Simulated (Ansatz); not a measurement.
CsNb(PO₄)₂ (space group C2/m)

```yaml
crystal:
  lattice:
    - [4.40326, -2.62934, 0.00000]
    - [4.40326, 2.62934, 0.00000]
    - [-0.45622, 0.00000, 8.79422]
  atoms:
    - { symbol: Cs, position: [0.00000, 0.00000, 0.00000] }
    - { symbol: Nb, position: [0.00000, 0.00000, 0.50000] }
    - { symbol: P, position: [0.35366, 0.35366, 0.69510] }
    - { symbol: P, position: [0.64634, 0.64634, 0.30490] }
    - { symbol: O, position: [0.31587, 0.78974, 0.35241] }
    - { symbol: O, position: [0.68413, 0.21026, 0.64759] }
    - { symbol: O, position: [0.21026, 0.68413, 0.64759] }
    - { symbol: O, position: [0.78974, 0.31587, 0.35241] }
    - { symbol: O, position: [0.79337, 0.79337, 0.41320] }
    - { symbol: O, position: [0.20663, 0.20663, 0.58680] }
    - { symbol: O, position: [0.67784, 0.67784, 0.14073] }
    - { symbol: O, position: [0.32216, 0.32216, 0.85927] }
```

The slice is a (100) plane (indices of the conventional cell) through the point (0.000, 0.000, 0.500) (fractional), spanned by u = [1 -1 0] and v = [001] in vectors of this cell: u (5.26 Å) and v (8.81 Å, at 90° to u). It covers one period; positions are fractions (u, v).

Computed with PBEsol (plane waves to 420 eV, PAW, scalar-relativistic; Ansatz, an electronic-structure program). k mesh 6×6×3. These are valence fields of a PAW run, semicore shells included where kept as valence: close to a nucleus they are smooth pseudo fields. CsNb(PO4)2 is run without spin polarisation. CsNb(PO4)2 was relaxed with its symmetry unable to fall.

### Question
Predict the map of the electron localisation function (ELF) on the slice.

### Answer
```
v \ u  0.00  0.11  0.21  0.32  0.42  0.53  0.63  0.74  0.84  0.95
-----  ----  ----  ----  ----  ----  ----  ----  ----  ----  ----
0.88   0.09  0.27  0.82  0.84  0.50  0.11  0.78  0.83  0.72  0.09
0.75   0.02  0.18  0.66  0.58  0.19  0.11  0.38  0.67  0.49  0.04
0.62   0.88  0.82  0.33  0.01  0.08  0.14  0.02  0.06  0.68  0.87
0.50      x  0.62  0.88  0.22  0.01  0.00  0.02  0.70  0.88     x
0.38   0.88  0.82  0.33  0.01  0.08  0.14  0.02  0.06  0.68  0.87
0.25   0.02  0.18  0.66  0.58  0.19  0.11  0.38  0.67  0.49  0.04
0.12   0.09  0.27  0.82  0.84  0.50  0.11  0.78  0.83  0.72  0.09
0.00      x  0.79  0.11  0.07  0.02  0.01  0.04  0.08  0.54     x
```

Values: electron localisation function (ELF). Points within 0.3 Å of a nucleus are blanked (x), as the pseudised field means little there.
